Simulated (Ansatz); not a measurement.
Ta$_{2}$O$_{5}$:
Space group Pbam (No. 55); a = 6.1956 Å, b = 7.3256 Å, c = 3.7867 Å, α = 90.00°, β = 90.00°, γ = 90.00°

| atom | site | symmetry | x | y | z |
|---|---|---|---|---|---|
| Ta | 4g | ..m | 0.2240 | 0.3803 | 0.0000 |
| O | 4h | ..m | 0.1983 | 0.3418 | 0.5000 |
| O | 2a | ..2/m | 0.0000 | 0.0000 | 0.0000 |
| O | 4g | ..m | 0.3895 | 0.1397 | 0.0000 |

Relaxed with PBEsol.

Give the optical modes at the zone centre with their infrared activity from DFPT, plane-wave PAW PBEsol (Ansatz code).

Transverse frequencies, without the LO–TO term; a row sums one degenerate level.

| ω (cm⁻¹) | degeneracy | IR ((D/Å)²/amu) | activity |
|---|---|---|---|
| 60 | 1 | 0.00 | IR-inactive |
| 68 | 1 | 0.00 | IR-inactive |
| 69 | 1 | 0.00 | IR-inactive |
| 85 | 1 | 2.16 | IR |
| 106 | 1 | 0.00 | IR-inactive |
| 143 | 1 | 25.85 | IR |
| 169 | 1 | 66.93 | IR |
| 175 | 1 | 66.68 | IR |
| 185 | 1 | 0.00 | IR-inactive |
| 189 | 1 | 0.00 | IR-inactive |
| 208 | 1 | 166.33 | IR |
| 224 | 1 | 0.00 | IR-inactive |
| 235 | 1 | 0.00 | IR-inactive |
| 249 | 1 | 0.00 | IR-inactive |
| 250 | 1 | 0.55 | IR |
| 259 | 1 | 13.66 | IR |
| 273 | 1 | 0.00 | IR-inactive |
| 275 | 1 | 6.88 | IR |
| 283 | 1 | 4.60 | IR |
| 298 | 1 | 0.00 | IR-inactive |
| 299 | 1 | 0.00 | IR-inactive |
| 305 | 1 | 0.00 | IR-inactive |
| 344 | 1 | 0.00 | IR-inactive |
| 348 | 1 | 0.31 | IR |
| 348 | 1 | 0.00 | IR-inactive |
| 391 | 1 | 77.99 | IR |
| 433 | 1 | 59.47 | IR |
| 498 | 1 | 0.00 | IR-inactive |
| 514 | 1 | 0.00 | IR-inactive |
| 531 | 1 | 0.00 | IR-inactive |
| 531 | 1 | 0.00 | IR-inactive |
| 534 | 1 | 10.38 | IR |
| 553 | 1 | 0.00 | IR-inactive |
| 569 | 1 | 200.69 | IR |
| 598 | 1 | 0.63 | IR |
| 632 | 1 | 0.00 | IR-inactive |
| 788 | 1 | 0.00 | IR-inactive |
| 833 | 1 | 7.39 | IR |
| 863 | 1 | 30.27 | IR |

How high does the top mode go among those that the LO–TO term moves?

939 cm⁻¹ for q along x, 860 cm⁻¹ for q along y, 938 cm⁻¹ for q along z.

The workflow started from a Materials Project entry (that database holds measured and hypothetical structures alike); the Crystallography Open Database copy checked does not list it. COD files the formula under space group No. 49. Whether it is the stable phase at ambient conditions was not checked. The cell was relaxed with PBEsol under the symmetry of its start; its stability against distortions is not shown here. No spin polarisation was allowed. Spin–orbit coupling is left out wherever it is not named.

Potentials: the later of the program's two PAW sets.
